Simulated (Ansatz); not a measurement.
Total density of states per atom from r²SCAN (plane waves, PAW; program Ansatz), in 0.25 eV bins, energy from the Fermi level:

| E (eV) | states/eV/atom |
|---|---|
| -7.85 | 0.71 |
| -7.60 | 0.73 |
| -7.35 | 0.85 |
| -7.10 | 0.94 |
| -6.85 | 1.06 |
| -6.60 | 1.01 |
| -6.35 | 0.87 |
| -6.10 | 0.66 |
| -5.85 | 0.90 |
| -5.60 | 1.06 |
| -5.35 | 0.73 |
| -5.10 | 1.14 |
| -4.85 | 1.30 |
| -4.60 | 1.18 |
| -4.35 | 0.52 |
| -4.10 | 0.41 |
| -3.85 | 1.29 |
| -3.60 | 1.59 |
| -3.35 | 1.23 |
| -3.10 | 1.16 |
| -2.85 | 1.40 |
| -2.60 | 1.27 |
| -2.35 | 1.24 |
| -2.10 | 1.38 |
| -1.85 | 1.10 |
| -1.60 | 0.95 |
| -1.35 | 0.73 |
| -1.10 | 0.68 |
| -0.85 | 0.64 |
| -0.60 | 0.62 |
| -0.35 | 0.59 |
| -0.10 | 0.58 |
| 0.15 | 0.57 |
| 0.40 | 0.57 |
| 0.65 | 0.62 |
| 0.90 | 0.65 |
| 1.15 | 0.80 |
| 1.40 | 1.02 |
| 1.65 | 1.08 |
| 1.90 | 1.29 |
| 2.15 | 1.46 |
| 2.40 | 1.47 |
| 2.65 | 1.00 |
| 2.90 | 0.32 |
| 3.15 | 0.28 |
| 3.40 | 0.28 |
| 3.65 | 0.27 |
| 3.90 | 0.27 |
| 4.15 | 0.27 |
| 4.40 | 0.27 |
| 4.65 | 0.26 |

Q: Which of these materials gives this?
(A) Na, bcc (W type)
(B) Os, hcp (Mg type)
(C) Y, hcp (Mg type)
(D) V, bcc (W type)

A: B, Os, hcp (Mg type). Within 0.5 eV of the Fermi level: Os 5d 93 %. Projections are on Löwdin-orthogonalised atomic valence shells; empty p or d shells of many metals are not among them.

Space group P6_3/mmc (hcp (Mg type)). The r²SCAN relaxation kept the symmetry of its start; of distortions, only those at the zone centre were tested. The run is not spin-polarised. Scalar-relativistic: spin–orbit coupling is off unless named, which matters more the heavier the elements.

Potentials: the later of the program's two PAW sets.
